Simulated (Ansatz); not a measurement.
**Screening candidate structures of Zr4Ag**

These are results of DFT PBE, scalar-relativistic, plane waves, PAW (Ansatz 0.2.0), not measurements. The screen uses 420 eV, coarse Γ-centred meshes (up to 0.6 Å⁻¹ on the start cell), Gaussian smearing of 0.2 eV, tolerances of 0.08 eV/Å and 0.8 GPa and 16 steps at most, with the symmetry of each start kept. No spin polarisation. Energies are free energies per atom, good to about 0.1 eV/atom between metallic cells, end volumes are rough, and groups of ends are read at 0.1 Å.

The candidates are structure types from databases with the species swapped and random cells on Wyckoff sites, with guessed sizes.

```csv
#,made from,sites,V start (Å³/atom)
1,random sites (F-43m),Zr 16e; Ag 4c,18.1
2,random sites (Pm-3m),"Zr 3c, 1b; Ag 1a",17.4
3,random sites (Immm),Zr 8m; Ag 2d,18.8
4,random sites (Im-3m),Zr 8c; Ag 2a,19.7
5,NaGa4 cell (I4/mmm),"Zr 4e, 4d; Ag 2a",18.6
6,SnF4 cell (I4/mmm),"Zr 4e, 4c; Ag 2a",15.3
7,random sites (P4/mmm),"Zr 8r; Ag 1b, 1c",18.3
8,random sites (P-6m2),"Zr 3j, 1f; Ag 1b",21.6
9,random sites (P-6m2),"Zr 3j, 1a; Ag 1b",21.5
10,random sites (P-6m2),"Zr 2g, 1c, 1d; Ag 1b",17.1
11,random sites (P-62m),"Zr 1a, 3g; Ag 1b",17.8
12,random sites (P-6m2),"Zr 1f, 1e, 1d, 1b; Ag 1a",19.5
13,random sites (I4/mmm),"Zr 4c, 4e; Ag 2b",20.2
14,random sites (I4mm),Zr 8d; Ag 2a,18.0
15,FeCl4 cell (Cmmm),"Zr 4j, 4g; Ag 2c",17.2
16,random sites (I4/mmm),Zr 8h; Ag 2a,17.1
17,random sites (P6/mmm),"Zr 1a, 3f; Ag 1b",19.9
18,GeF4 cell (I-43m),Zr 8c; Ag 2a,20.1
19,random sites (P-62m),"Zr 3g, 1b; Ag 1a",20.2
20,random sites (P6/mmm),"Zr 2c, 2e; Ag 1b",21.6
21,random sites (F-43m),Zr 16e; Ag 4b,18.7
22,random sites (F-43m),"Zr 24f, 4b, 4d; Ag 4c, 4a",18.0
```

Task: Which candidates end lowest after the short relaxation, and how do the others rank?

Result: The lowest end has space group I4/mmm (No. 139) and 23.1 Å³/atom; only candidate 14 reaches it. The lowest start before relaxing, candidate 13, ends 0.31 eV/atom higher, so unrelaxed energies would have misled.

| # | E start (eV/atom) | E end (eV/atom) | end group | V end (Å³/atom) | finished | same end as |
| --- | --- | --- | --- | --- | --- | --- |
| 14 | 0.93 | 0.00 | I4/mmm | 23.1 | yes | - |
| 15 | 5.34 | 0.12 | Cmmm | 24.6 | yes | - |
| 13 | 0.77 | 0.31 | I4/mmm | 24.7 | yes | - |
| 6 | 4.27 | 0.31 | I4/mmm | 24.6 | yes | 13 |
| 5 | 1.44 | 0.32 | I4/mmm | 23.9 | yes | - |
| 12 | 1.22 | 0.35 | P-6m2 | 25.0 | yes | - |
| 3 | 3.08 | 0.54 | Immm | 24.7 | yes | - |
| 7 | 5.37 | 0.56 | I4/mmm | 26.2 | yes | - |
| 4 | 1.17 | 0.57 | Im-3m | 25.9 | yes | - |
| 18 | 6.58 | 0.57 | Im-3m | 25.9 | yes | 4 |
| 20 | 2.05 | 0.67 | P6/mmm | 34.9 | yes | - |
| 1 | 3.44 | 0.70 | F-43m | 26.7 | yes | - |
| 21 | 1.61 | 0.70 | F-43m | 26.7 | yes | 1 |
| 8 | 1.76 | 0.72 | P-6m2 | 26.0 | yes | - |
| 16 | 1.82 | 0.74 | I4/mmm | 25.3 | yes | - |
| 22 | 2.04 | 0.80 | F-43m | 26.6 | yes | - |
| 2 | 2.04 | 0.84 | Pm-3m | 27.2 | yes | - |
| 11 | 4.54 | 0.84 | P6/mmm | 29.8 | yes | - |
| 9 | 3.54 | 0.92 | P6/mmm | 30.9 | yes | - |
| 17 | 2.24 | 0.92 | P6/mmm | 30.7 | yes | 9 |
| 19 | 4.23 | 0.93 | P6/mmm | 30.9 | yes | 9 |
| 10 | 3.90 | 0.93 | P-6m2 | 29.6 | yes | - |

Energies count from the lowest end; groups are read at 0.1 Å. Ends are matched loosely, so a merged end can be a slightly distorted copy, and ends listed apart can be strained forms of one structure.

A magnetic state wasn't ruled out in cells without spin, among them I4/mmm at 24.7 Å³/atom, I4/mmm at 23.9 Å³/atom. The runs shown took about 8.3 CPU minutes on Intel(R) Xeon(R) 6975P-C (Granite Rapids), a shared host. Some types were kept out of the candidates beforehand, so the set may lack a known form.
